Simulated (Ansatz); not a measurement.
Level of theory: DFT PBE, scalar-relativistic, plane waves, PAW in Ansatz 0.2.0. Settings: cutoff 420 eV, Γ-centred meshes spaced at most about 0.3 Å⁻¹, and about 0.25 Å⁻¹ or finer for metals (2π included), Gaussian smearing. No spin polarisation in the final relaxations.

These are static total energies at zero pressure.

Two relaxed structures of Si₂Sb₂Se:

A.

```yaml
crystal:
  lattice:
    - [5.14986, 0.00000, 0.00000]
    - [-2.57493, 4.45991, 0.00000]
    - [0.00000, 0.00000, 5.56366]
  atoms:
    - { symbol: Si, position: [0.33333, 0.66667, 0.50000] }
    - { symbol: Si, position: [0.66667, 0.33333, 0.50000] }
    - { symbol: Sb, position: [0.33333, 0.66667, 0.00000] }
    - { symbol: Sb, position: [0.66667, 0.33333, 0.00000] }
    - { symbol: Se, position: [0.00000, 0.00000, 0.00000] }
```

B.

```yaml
crystal:
  lattice:
    - [4.97781, 0.00000, 0.00000]
    - [-2.48890, 4.31091, 0.00000]
    - [0.00000, 0.00000, 5.60847]
  atoms:
    - { symbol: Si, position: [0.33333, 0.66667, 0.00000] }
    - { symbol: Si, position: [0.66667, 0.33333, 0.00000] }
    - { symbol: Sb, position: [0.33333, 0.66667, 0.50000] }
    - { symbol: Sb, position: [0.66667, 0.33333, 0.50000] }
    - { symbol: Se, position: [0.00000, 0.00000, 0.00000] }
```

Question: Which placement of the atoms is lower in energy, and by how much?

Answer: B is lower, by 236 meV/atom. The two share one framework of sites and differ in which element sits where. A has space group P6/mmm (No. 191), 25.6 Å³/atom and no gap on its mesh; B has space group P6/mmm (No. 191), 24.1 Å³/atom and no gap. Counting Sb or Si atoms around Se (for each partner element, those within 1.25 times its shortest distance or 1.15 times the sum of covalent radii, where it is the nearest in units of that sum or under 1.3; the shortest distance is added where it exceeds 1.18 times the sum of covalent radii), A has Se 6 and B has Se 6 from 2.9 Å. A and B both hold Sb–Sb nets. The denser one is the lower, and pressure would at first widen the difference. Even the lower one lies +0.32 eV/atom against the reference forms of the elements (uncorrected), so neither is stable at this level. Both come from invented guesses. A third cell relaxed alike, in P-3m1, lies 109 meV/atom below the lower of the two.

Spin–orbit coupling, which can matter for Sb, is left out. Cells relaxed within their symmetry can be saddle points.
